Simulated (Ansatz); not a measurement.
Cd:
```cif
data_Cd4
_chemical_formula_sum 'Cd4'
_space_group_name_H-M_alt 'Fm-3m'
_space_group_IT_number 225
_space_group_name_Hall '-F 4 2 3'
_cell_length_a 4.43192
_cell_length_b 4.43192
_cell_length_c 4.43192
_cell_angle_alpha 90.000
_cell_angle_beta 90.000
_cell_angle_gamma 90.000
loop_
_atom_site_label
_atom_site_type_symbol
_atom_site_symmetry_multiplicity
_atom_site_Wyckoff_symbol
_atom_site_fract_x
_atom_site_fract_y
_atom_site_fract_z
_atom_site_occupancy
Cd1 Cd 4 a 0.00000 0.00000 0.00000 1
```
(The calculation used a cell of 1 atom; values per cell refer to that cell.)

Relaxed with r²SCAN.

**Question.** Tabulate the valence density and the electron localisation function along the shortest Cd–Cd contact (3.13 Å), DFT-r²SCAN in the program Ansatz with PAW potentials.

**Answer.** 

```
distance from Cd (Å)  density (e/Å³)   ELF
--------------------  --------------  ----
0.31                           17.56  0.77
0.47                           10.50  0.61
0.63                            5.09  0.49
0.78                            2.05  0.39
0.94                            0.80  0.28
1.10                            0.38  0.19
1.25                            0.22  0.18
1.41                            0.17  0.20
1.57                            0.15  0.21
1.72                            0.17  0.20
1.88                            0.22  0.18
2.04                            0.38  0.19
2.19                            0.80  0.28
2.35                            2.05  0.39
2.51                            5.09  0.49
2.66                           10.50  0.61
2.82                           17.56  0.77
```

The density is the valence pseudo-density with augmentation charge, so density and ELF within about 1 Å of a nucleus are not all-electron values.

The cell is a constructed one: a structure type filled with these elements; the Crystallography Open Database copy checked does not list it. It is not the phase usual at ambient conditions (space group No. 194). The r²SCAN relaxation kept the symmetry of its start. At this level the phase is mechanically unstable.

Potentials: the later of the program's two PAW sets.
